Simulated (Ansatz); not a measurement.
A geometry of LiScF4 away from equilibrium: step 2 of the relaxation of a relaxed LiScF4 cell shaken by Gaussian noise of σ = 0.08 Å a coordinate. The numbers are results of r2SCAN (plane waves to 500 eV, PAW, scalar-relativistic; Ansatz, an electronic-structure program), not measurements. Γ-centred k-mesh 4×4×5 on the run's cell (coarser than for final values), Fermi–Dirac smearing 0.05 eV.

```
CELL_PARAMETERS angstrom
     -2.47554     2.46838     5.05690
      2.49648    -2.43853     5.05249
      2.48352     2.44651    -5.04213
ATOMIC_POSITIONS crystal
  Li 0.00583 0.01029 0.01284
  Li 0.75859 0.25041 0.49632
  Sc 0.24475 0.73700 0.47970
  Sc 0.49836 0.51134 0.00184
  F  0.25351 0.36525 0.44226
  F  0.13460 0.16672 0.62699
  F  0.90559 0.78983 0.52639
  F  0.53126 0.52316 0.38304
  F  0.49766 0.87693 0.02779
  F  0.65257 0.10993 0.90894
  F  0.84835 0.46415 0.94995
  F  0.20179 0.76337 0.11071
```

Question: Predict the force on each atom, in eV/Å.

Answer: 
| atom | Fx | Fy | Fz |
|---|---|---|---|
| Li1 | -0.16 | -0.40 | 0.24 |
| Li2 | -0.13 | -0.25 | 0.09 |
| Sc3 | 1.02 | -0.19 | 0.33 |
| Sc4 | -0.53 | -0.03 | 0.05 |
| F5 | 0.36 | 0.43 | -0.10 |
| F6 | -0.08 | -0.18 | -0.13 |
| F7 | 0.12 | 0.05 | -0.10 |
| F8 | -0.67 | 0.71 | 0.15 |
| F9 | 0.10 | -0.07 | 0.07 |
| F10 | 0.30 | -0.42 | -0.09 |
| F11 | 0.10 | -0.09 | -0.34 |
| F12 | -0.43 | 0.43 | -0.16 |

Question: What is the pressure?

Answer: +1.0 GPa, compression positive.

Question: How much energy per atom can still be gained by relaxing?

Answer: 0.02 eV/atom; the path ends in I4₁/a (No. 88).

No spin polarisation in the result.

The cell that was disturbed is our relaxation of an entry of Materials Project.
